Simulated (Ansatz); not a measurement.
CdS:
```
CdS
1.0
    0.00000     2.87827     2.87827
    2.87827     0.00000     2.87827
    2.87827     2.87827     0.00000
S Cd
1 1
Direct
  0.75000   0.75000   0.75000
  0.00000   0.00000   0.00000
```

x, y and z are the axes in which the lattice vectors are written.

Question: Give the proper piezoelectric stress tensor with relaxed ions from LDA in the plane-wave PAW code Ansatz.

Answer: In C/m², rows x, y, z, Voigt columns; mesh uncertainty up to 0.00.
```
 0.00   0.00   0.00  -0.30   0.00   0.00
 0.00   0.00   0.00   0.00  -0.30   0.00
 0.00   0.00   0.00   0.00   0.00  -0.30
```

The elastic tensor of the same run (GPa):

```csv
,1,2,3,4,5,6
1,81.7,61.3,61.3,0.0,0.0,0.0
2,61.3,81.7,61.3,0.0,0.0,0.0
3,61.3,61.3,81.7,0.0,0.0,0.0
4,0.0,0.0,0.0,27.8,0.0,0.0
5,0.0,0.0,0.0,0.0,27.8,0.0
6,0.0,0.0,0.0,0.0,0.0,27.8
```

Question: Convert to strain constants d = e·S.

Answer: In pC/N:
```
  0.0    0.0    0.0  -10.9    0.0    0.0
  0.0    0.0    0.0    0.0  -10.9    0.0
  0.0    0.0    0.0    0.0    0.0  -10.9
```

Space group F-43m (zinc blende). The cell was relaxed with LDA under the symmetry of its start; phonons on a q-mesh show no instability.

Potentials: the later of the program's two PAW sets.
